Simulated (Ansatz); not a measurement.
Mn3IrN:
```
CELL_PARAMETERS angstrom
      3.71242     0.00000     0.00000
      0.00000     3.71242     0.00000
      0.00000     0.00000     3.71242
ATOMIC_POSITIONS crystal
  Ir 0.00000 0.00000 0.00000
  Mn 0.00000 0.50000 0.50000
  Mn 0.50000 0.00000 0.50000
  Mn 0.50000 0.50000 0.00000
  N  0.50000 0.50000 0.50000
```

Relaxed with PBEsol. Special points in fractions of this cell's reciprocal vectors: Γ (0.000, 0.000, 0.000); X (0.000, 0.500, 0.000); M (0.500, 0.500, 0.000); R (0.500, 0.500, 0.500).

**Question.** List the band energies nearest the Fermi level at these points for the program Ansatz at the PBEsol level (PAW).

**Answer.** In eV from the Fermi level; about four levels below and three above (degenerate sets whole), none deeper than 8.9 eV; points with the same levels are listed once.

| k | below | above |
|---|---|---|
| Γ | -2.08 -2.08 -2.08 -0.60 -0.60 | 0.86 0.86 0.90 0.90 0.90 |
| X | -1.11 -0.61 -0.54 -0.54 | 0.00 0.57 0.60 0.60 |
| M | -0.46 -0.46 -0.40 -0.12 | 1.12 1.30 1.58 1.58 |
| R | -1.66 -1.66 -1.66 -0.43 -0.43 -0.43 | 0.54 0.54 0.54 |

Space group Pm-3m (anti-perovskite). The workflow started from an entry of the Crystallography Open Database (COD). Its standing as an ambient phase is unchecked. The PBEsol relaxation kept the symmetry of its start. At this level the phase is dynamically unstable (imaginary phonons). The workflow began spin-polarised and lost its moments. Spin–orbit coupling is left out wherever it is not named.

Potentials: the later of the program's two PAW sets.
